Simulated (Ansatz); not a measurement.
Input:

AgPd:
```
AgPd
1.0
    1.39521     0.80553     4.58796
   -1.39521     0.80553     4.58796
    0.00000    -1.61105     4.58796
Ag Pd
1 1
Direct
  0.00000   0.00000   0.00000
  0.50000   0.50000   0.50000
```

This is the PBEsol-relaxed structure. Tensor components refer to the Cartesian frame of this cell.

Q: All from the program Ansatz at the PBEsol level (PAW), unless another level is named. Predict the Debye temperature from the elastic constants.

A: 295 K.

Q: And the elastic constants (relaxed ions, GPa)?

A: C11 = 256, C12 = 116, C13 = 107, C14 = -21.7, C33 = 263, C44 = 44.3.

Q: And the highest zone-centre frequency?

A: 210 cm⁻¹.

Space group R-3m. The workflow started from a Materials Project entry (that database holds measured and hypothetical structures alike); the Crystallography Open Database copy checked does not list it. With Ag and Pd taken as one species the cell has the higher symmetry Fm-3m, so it may be an ordered model of a mixed-site phase. Whether it is the stable phase at ambient conditions was not checked. The cell was relaxed with PBEsol under the symmetry of its start; its stability against distortions is not shown here. No spin polarisation was allowed. As this level gives no gap, shear constants depend on the k-mesh and smearing (Fermi–Dirac, 0.1 eV here). As this level gives no gap, phonon frequencies hold no LO–TO term and depend on the k-mesh and smearing (Fermi–Dirac, 0.1 eV here).

Potentials: the later of the program's two PAW sets.
